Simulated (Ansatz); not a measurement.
MoS2:
```yaml
crystal:
  lattice:
    - [3.17378, 0.00000, 0.00000]
    - [-1.58689, 2.74858, 0.00000]
    - [0.00000, 0.00000, 19.31039]
  atoms:
    - { symbol: Mo, position: [0.66667, 0.33333, 0.00000] }
    - { symbol: Mo, position: [0.33333, 0.66667, 0.67669] }
    - { symbol: Mo, position: [0.33333, 0.66667, 0.32331] }
    - { symbol: S, position: [0.33333, 0.66667, 0.08045] }
    - { symbol: S, position: [0.33333, 0.66667, 0.91955] }
    - { symbol: S, position: [0.66667, 0.33333, 0.75716] }
    - { symbol: S, position: [0.66667, 0.33333, 0.24284] }
    - { symbol: S, position: [0.66667, 0.33333, 0.40375] }
    - { symbol: S, position: [0.66667, 0.33333, 0.59625] }
```

Relaxed with r²SCAN+D4. Special points in fractions of this cell's reciprocal vectors: Γ (0.000, 0.000, 0.000); M (0.500, 0.000, 0.000); K (0.333, 0.333, 0.000); A (0.000, 0.000, 0.500); L (0.500, 0.000, 0.500); H (0.333, 0.333, 0.500).

**Question.** List the band energies nearest the valence-band maximum at these points for r²SCAN+D4 (plane waves, PAW; program Ansatz).

**Answer.** In eV from the valence-band maximum; about four levels below and three above (degenerate sets whole), none deeper than 8.9 eV; points with the same levels are listed once.

```json
[
 {"k": "Γ", "below": "-1.52 -1.01 -0.21 -0.07", "above": "2.31 2.31 2.31 2.31"},
 {"k": "M", "below": "-1.69 -1.39 -1.29 -1.21", "above": "1.75 1.77 1.78"},
 {"k": "K", "below": "-2.72 -0.72 -0.66 -0.63", "above": "1.13 1.13 1.14"},
 {"k": "A", "below": "-2.03 -0.63 -0.46 0.00", "above": "2.31 2.31 2.32 2.32"},
 {"k": "L", "below": "-1.68 -1.36 -1.32 -1.20", "above": "1.75 1.76 1.78"},
 {"k": "H", "below": "-2.78 -0.71 -0.68 -0.61", "above": "1.13 1.14 1.14"}
]
```

Space group P-6m2. The first step of the workflow began from a Materials Project structure, measured or hypothetical; the Crystallography Open Database copy checked does not list it. It is not the phase usual at ambient conditions (space group No. 160, 194). The cell was relaxed with r²SCAN+D4 under the symmetry of its start; its stability against distortions is not shown here. No spin polarisation was allowed. Scalar-relativistic: spin–orbit coupling is off unless named, which matters more the heavier the elements.

Potentials: the earlier of the program's two PAW sets.
